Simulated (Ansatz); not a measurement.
# Relaxing Rb

All numbers below come from DFT PBEsol, scalar-relativistic, plane waves, PAW in Ansatz. Cutoff 420 eV, Γ-centred k mesh, Gaussian smearing, no spin polarisation in the final step.

A relaxed cell is given with its space group left out.

```xyz
1
Lattice="-2.7672 2.7672 2.8162 2.7672 -2.7672 2.8162 2.7672 2.7672 -2.8162" Properties=species:S:1:pos:R:3 pbc="T T T"
Rb    0.0000    0.0000    2.8162
```

Task: What space group does it have?

Result: I4/mmm (No. 139). Conventional cell: a = 5.534 Å, c = 5.632 Å. Around Rb lie 8 Rb at 4.82 Å and 6 Rb at 5.53–5.63 Å.

Task: Is it a metal?

Result: Yes, bands cross the Fermi level on the 6×6×6 mesh.

The final run used a 6×6×6 mesh on its 8-atom cell and 0.10 eV smearing.